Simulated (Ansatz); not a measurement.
# Which state of TeRh comes out lowest in this cell?

System: TeRh, a test cell of our own (not relaxed); the cell holds 4 atoms.

```
Rh Te
1.0
     4.07057    0.00000    0.00000
    -2.03528    3.52522    0.00000
     0.00000    0.00000    6.68611
Rh Te
2 2
Direct
  0.00000 0.00000 0.00000
  0.00000 0.00000 0.50000
  0.33333 0.66667 0.25000
  0.66667 0.33333 0.75000
```

Numbers behind element symbols give the atom's place in this list.

Computed with DFT, r2SCAN, PAW (an earlier, harder data set), plane waves, scalar-relativistic in Ansatz development build ahead of 0.2.0.

```
Plane-wave cutoff : 1240 eV
k-point mesh      : 1×1×1 (Γ-centred)
Occupations       : Fermi–Dirac smearing, 0.1 eV
Valence electrons : 66
```

Moments by site are taken inside atomic spheres; the rest lies between them.

One k-point is far from converged for this cell: the case tests the SCF and predicts nothing for the material.

Orders that need a larger cell or non-collinear spins weren't tried. No run without spin polarisation was made.

The standard and full searches may also try other magnetic orders and fillings, and need not reach the lowest state. With a search on, the program may also reshape the start on open shells. Ends within 0.2 meV/atom and 0.1 μB count as one state.

Problem. The cell was converged 6 times from various starts and settings. Describe the lowest state found.

Solution. Ferromagnetic, site moments Rh1 0.50, Rh2 0.50, Te3 0.34, Te4 0.34 μB, total 1.99 μB per cell. It was reached from: standard search for lower states [Rh1 1.00, Rh2 -1.00 μB]; full search for lower states [Rh1 1.00, Rh2 -1.00 μB].

Problem. How far apart are the best parallel state and the best state with opposed moments that were found?

Solution. The ferromagnetic state is lower by 11.1 meV/atom (45 meV per cell). The higher one: parallel moments on the metal, largely cancelled by opposed main-group moments, site moments Rh1 0.53, Rh2 0.53, Te3 -0.35, Te4 -0.35 μB, total 0.01 μB per cell.
